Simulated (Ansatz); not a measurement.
Starting cell, TiAl$_{3}$ (D022 type, space group I4/mmm):

```
TiAl3
1.0
   -1.92294     1.92294     4.30997
    1.92294    -1.92294     4.30997
    1.92294     1.92294    -4.30997
Al Ti
3 1
Direct
  0.50000   0.50000   0.00000
  0.75000   0.25000   0.50000
  0.25000   0.75000   0.50000
  0.00000   0.00000   0.00000
```

A phonon eigenvector at Γ is frozen into this cell: atom i moves by Q times the vector below, so Q is the largest atomic displacement, in Å. The cell is held. It is one choice among 2 degenerate patterns.

| atom | x | y | z |
|---|---|---|---|
| Al1 | 0.000 | 1.000 | 0.000 |
| Al2 | 0.000 | -0.002 | 0.000 |
| Al3 | 0.000 | -0.002 | 0.000 |
| Ti4 | 0.000 | -0.562 | 0.000 |

All values below come from PBE (plane waves to 420 eV, PAW, scalar-relativistic; Ansatz, a first-principles code). k mesh 17×17×17 (Γ-centred), Fermi-Dirac smearing 0.05 eV. Energies are smeared free energies. With partly filled bands, energies and forces of such displacements shift with the k mesh and the smearing. TiAl3 is run without spin polarisation. TiAl3 was relaxed with its symmetry unable to fall. ΔE is measured from the undisplaced structure. The last digit holds for this mesh only.

```tsv
Q (Å)	ΔE (meV/cell)
-0.180	294.2
-0.150	204.3
-0.120	130.7
-0.090	withheld
-0.060	32.6
-0.030	8.2
0.000	0.0
0.030	8.2
0.060	32.6
0.090	withheld
0.120	130.7
0.150	204.3
0.180	294.2
```

**Question.** Fit an even polynomial form (powers 2, 4) to the given rows and predict ΔE at Q = 0.090.

**Answer.** Least squares on the 11 given rows: ΔE = (9074)·Q² + (218.8)·Q⁴, in meV/cell with Q in Å; root-mean-square residual 0.04 meV/cell. At 0.090 the fit gives 73.5 meV/cell; the calculation gives 73.5 meV/cell, the same to the digits shown. The quadratic term alone would give 73.5 meV/cell.

(A displaced cell: forces are minus the slopes of the energy, force constants its curvatures, and phonons follow from these.)
